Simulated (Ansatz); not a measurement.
A relaxed cell of In₂GaP₃ is given with its symmetry left out. The cell was found from a structure generator's guess, not taken from experiment.

Theory: DFT PBE, scalar-relativistic, plane waves, PAW (Ansatz). Cutoff 420 eV, Γ-centred mesh, Gaussian smearing, no spin polarisation.

```cif
data_structure
_symmetry_space_group_name_H-M 'P 1'
_symmetry_Int_Tables_number 1
_cell_length_a 4.1073
_cell_length_b 4.1073
_cell_length_c 10.0979
_cell_angle_alpha 90.000
_cell_angle_beta 90.000
_cell_angle_gamma 120.000
_cell_volume 147.53
loop_
_atom_site_label
_atom_site_type_symbol
_atom_site_fract_x
_atom_site_fract_y
_atom_site_fract_z
_atom_site_occupancy
In1 In 0.00000 0.00000 0.99320 1
In2 In 0.66667 0.33333 0.33898 1
Ga1 Ga 0.33333 0.66667 0.66572 1
P1 P 0.00000 0.00000 0.73758 1
P2 P 0.33333 0.66667 0.42979 1
P3 P 0.66667 0.33333 0.08473 1
```

Formation energies are uncorrected and refer to the elements' standard structures at the same level. The references include black phosphorus.

Question: What space group does it have?

Answer: P3m1 (No. 156), with In and Ga ordered on zinc blende sites. Conventional cell: a = 4.107 Å, c = 10.098 Å. Around In on its first site lie 4 P at 2.55–2.58 Å; In on its second site has 4 P at 2.54–2.57 Å; Ga has 4 P at 2.38–2.48 Å; P on its first site is surrounded by 3 Ga at 2.48 Å and 1 In at 2.58 Å; 2 more sites not described.

Question: What is its formation energy per atom?

Answer: −0.276 eV/atom. It lies below the elements, which doesn't yet make it stable against other compounds or structures.

Question: Is it a metal?

Answer: No, the gap on the 12×12×4 mesh is 0.42 eV.

The last run used a 12×12×4 mesh (in the run's order of axes) for its 6-atom cell and Gaussian smearing of 0.02 eV. Kohn–Sham gaps at this level usually fall short of measured ones. The reference form of P is held partly by dispersion forces, which this level lacks. A later test with randomly moved atoms came back to the same energy, though modes that don't fit the test's cell weren't probed.
